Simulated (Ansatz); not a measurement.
An elastic tensor (GPa, Voigt order, standard axes) from the program Ansatz at the LDA level (PAW):

```
 124  74.4  45.7   0.0   0.0   0.0
74.4   124  45.7   0.0   0.0   0.0
45.7  45.7   182   0.0   0.0   0.0
 0.0   0.0   0.0  29.4   0.0   0.0
 0.0   0.0   0.0   0.0  29.4   0.0
 0.0   0.0   0.0   0.0   0.0  24.6
```

### Question
Which compound is it?
A. SbPt, NiAs type
B. BaO, NiAs type
C. MgO, P6_3/mmc (Mg on 2c, O on 2d)
D. SnPt, NiAs type

### Answer
B, BaO, NiAs type

The workflow started from a Materials Project entry (that database holds measured and hypothetical structures alike); the Crystallography Open Database copy checked does not list it. It is not the phase usual at ambient conditions (space group No. 225). Symmetry was held in the LDA relaxation; its stability against distortions is not shown here. Spin–orbit coupling is left out wherever it is not named.

Potentials: the later of the program's two PAW sets.
